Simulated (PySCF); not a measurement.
PySCF single point, B3LYP/6-31G*, density fitting, IEF-PCM implicit water (electrostatics alone), on hexafluoro-2-butyne, C4F6 (SMILES FC(F)(F)C#CC(F)(F)F), charge 0, multiplicity 1.

```python
from pyscf import gto, scf, dft
mol = gto.M(atom='''
F     -2.550514     0.382905     1.181777
C     -2.066096     0.000074    -0.002051
F     -2.553938     0.832531    -0.924725
F     -2.550875    -1.216585    -0.260956
C     -0.599436     0.001321    -0.003452
C      0.598230     0.003838    -0.003564
C      2.064866     0.000391    -0.002091
F      2.551109    -0.392244    -1.181777
F      2.553938     1.216585     0.250407
F      2.546538    -0.828224     0.927634
''', basis='6-31G*', charge=0, spin=0, verbose=3)
mf = dft.RKS(mol, xc='B3LYP')
mf = mf.density_fit()
mf = mf.PCM()
mf.with_solvent.method = 'IEF-PCM'
mf.with_solvent.eps = 78.4
mf.max_cycle = 100
e = mf.kernel()
print('converged', mf.converged)
print('E_total', e)
print('nao', mol.nao)
print('HOMO', mf.mo_energy[mf.mo_occ > 0].max())
mf.dip_moment()
```

The program's output:

```

WARN: PCM is an experimental feature. It is still in testing.
Features and APIs may be changed in the future.

converged SCF energy = -751.380095096719
converged True
E_total -751.3800950967186
nao 140
HOMO -0.3338489313980968
Dipole moment(X, Y, Z, Debye):  0.00001,  0.00484, -0.00468
```

The total energy is -20446.09 eV, -0.05 eV from the same level's vacuum run.
